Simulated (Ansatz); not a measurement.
InAs:
```
InAs
1.0
    0.00000     3.05416     3.05416
    3.05416     0.00000     3.05416
    3.05416     3.05416     0.00000
As In
1 1
Direct
  0.75000   0.75000   0.75000
  0.00000   0.00000   0.00000
```

Relaxed with r²SCAN. Special points in fractions of this cell's reciprocal vectors: Γ (0.000, 0.000, 0.000); X (0.500, 0.000, 0.500); U (0.625, 0.250, 0.625); K (0.375, 0.375, 0.750); L (0.500, 0.500, 0.500); W (0.500, 0.250, 0.750).

Task: List the band energies nearest the Fermi level at these points for plane-wave PAW r²SCAN with spin–orbit coupling (Ansatz code).

Result: In eV from the Fermi level; about four levels below and three above (degenerate sets whole), none deeper than 8.9 eV; points with the same levels are listed once.

| k | below | above |
|---|---|---|
| Γ | -0.01 -0.01 -0.01 -0.01 | 3.83 3.83 4.29 4.29 4.29 4.29 |
| X | -2.42 -2.42 -2.41 -2.41 | 1.76 1.76 2.23 2.23 |
| U | -3.34 -3.33 -2.04 -2.04 | 2.30 2.31 4.42 |
| L | -1.21 -1.21 -0.97 -0.97 | 1.13 1.13 4.82 4.82 |
| W | -3.08 -2.99 -2.98 -2.86 | 4.25 4.42 4.46 |

Space group F-43m (zinc blende). The r²SCAN relaxation kept the symmetry of its start.

Potentials: the later of the program's two PAW sets.
